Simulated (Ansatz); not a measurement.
**AlB2-type CuB2**

Method: PBEsol, scalar-relativistic; no spin polarisation; PAW, 420 eV, Γ-centred 12×12×10 mesh, 0.05 eV Gaussian smearing; code Ansatz. The datasets are Ansatz's generated set soft_2.

```xyz
3
Lattice="2.9764 0.0000 0.0000 -1.4882 2.5776 0.0000 0.0000 0.0000 3.2884" Properties=species:S:1:pos:R:3 pbc="T T T"
Cu    0.0000    0.0000    0.0000
B     0.0000    1.7184    1.6442
B     1.4882    0.8592    1.6442
```

The start was a prototype's sites filled with these elements, not a measured cell.

Q: Which orbitals carry the states at the Fermi level, and how many states are there?

A: Within 0.1 eV of it: B 2p 68 %, Cu 3d 27 % (shares among the projected shells). The density of states at the Fermi level is about 1.1 states/eV per cell, averaged over 0.3 eV.

Density of states (tetrahedra, averaged over 0.4 eV; states/eV per cell of 3 atoms; energy in eV from the Fermi level; projections on Löwdin-orthogonalised atomic orbitals, summed over sites):

```
    E  total  Cu 3d  B 2p  Cu 4s  B 2s
-5.65   0.94   0.26  0.56   0.03  0.08
-5.25   1.18   0.41  0.65   0.04  0.08
-4.85   1.63   0.73  0.79   0.04  0.06
-4.45   3.39   2.07  1.23   0.03  0.05
-4.05   4.00   3.03  0.92   0.01  0.03
-3.65   3.17   2.76  0.40   0.00  0.00
-3.25   2.24   2.07  0.16   0.00  0.00
-2.85   3.82   3.61  0.17   0.01  0.02
-2.45   3.90   3.40  0.42   0.01  0.06
-2.05   2.07   1.50  0.50   0.02  0.06
-1.65   1.02   0.56  0.41   0.00  0.05
-1.25   1.95   1.08  0.63   0.02  0.21
-0.85   1.56   0.70  0.67   0.03  0.15
-0.45   1.53   0.54  0.86   0.03  0.10
-0.05   1.18   0.32  0.77   0.02  0.05
 0.35   0.98   0.19  0.69   0.07  0.02
 0.75   0.61   0.12  0.40   0.06  0.01
 1.15   0.43   0.08  0.26   0.06  0.01
 1.55   0.40   0.07  0.25   0.05  0.01
 1.95   0.38   0.06  0.25   0.04  0.00
 2.35   0.38   0.05  0.26   0.04  0.00
 2.75   0.39   0.04  0.26   0.06  0.00
 3.15   0.37   0.03  0.24   0.06  0.00
 3.55   0.38   0.02  0.25   0.07  0.00
 3.95   0.41   0.02  0.26   0.07  0.00
 4.35   0.48   0.02  0.25   0.12  0.03
 4.75   0.50   0.02  0.24   0.15  0.03
 5.15   0.57   0.01  0.24   0.19  0.04
```

The calculation's cell holds 25 valence electrons, an odd number. Without magnetic order each band takes two, so one stays part-filled and the crystal must be a metal. (Only strong correlation, outside this picture, could make a Mott insulator of it.)

Spin polarisation wasn't tried.
